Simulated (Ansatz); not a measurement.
Values for one crystal, relaxed and computed with the program Ansatz at the PBE level (PAW); other levels are named.

```yaml
volume_per_atom: 17.15 Å³
electronic_character: metallic (no gap)
Formation energy from the elements (no fitted shifts): -0.025 eV/atom
Bulk modulus (Birch–Murnaghan fit): 88.0 GPa
Gap with spin–orbit coupling: none (metallic)
Pressure derivative B′: 4.7
Density of states at the Fermi level: 0.57 states/eV per atom (mean over ±0.08 eV)
```

Task: Which of these materials gives this?
A) BeTe, rock salt
B) ZrC, rock salt
C) CdO, rock salt
D) GaP, rock salt

Result: D, GaP, rock salt

Space group Fm-3m (rock salt). The start of the workflow was typed in or built on a structure type; neither database checked (COD, Materials Project) lists it. It is not the phase usual at ambient conditions (space group No. 216). The PBE relaxation kept the symmetry of its start; its stability against distortions is not shown here. The references are the lowest solids computed at this level, not always the standard phases. Spin–orbit coupling is left out wherever it is not named.

Potentials: the later of the program's two PAW sets.
